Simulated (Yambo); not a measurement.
```xyz
3
Lattice="1.9986 1.1539 6.3045 -1.9986 1.1539 6.3045 0.0000 -2.3078 6.3045" Properties=species:S:1:pos:R:3 pbc="T T T"
Br     0.0000     0.0000    14.1851
Br     0.0000     0.0000     4.7284
Cd     0.0000     0.0000     0.0000
```

CdBr2 (space group R-3m, No. 166): mean Im ε in 1 eV windows above the direct gap of 4.53 eV, for different electron-hole kernels (Yambo, broadening 0.15 eV, norm-conserving PBEsol (Quantum ESPRESSO, 102 Ry, no spin-orbit coupling) bands; 6×6×6 mesh, 8 valence and 5 conduction bands, static screening with 50 bands and a 4 Ry block, scissor 1.72 eV, Tamm-Dancoff; field along x).

| window (eV) | independent quasiparticles | BSE |
|---|---|---|
| 4.5 to 5.5 | 0.9 | 4.8 |
| 5.5 to 6.5 | 2.7 | 7.3 |
| 6.5 to 7.5 | 6.2 | 5.8 |
| 7.5 to 8.5 | 6.7 | 2.9 |
| 8.5 to 9.5 | 3.7 | 3.2 |
| 9.5 to 10.5 | 4.5 | 3.6 |

This run doesn't resolve bound excitons or single peaks, so only averages are given, and they too depend on the mesh; weight that the attraction moves below the gap isn't listed. All transitions below 11.07 eV are in the band window. The scissor comes from a G0W0 run whose convergence isn't established.

Spin-orbit splittings are left out.

Geometry relaxed with PBE+D3(BJ).
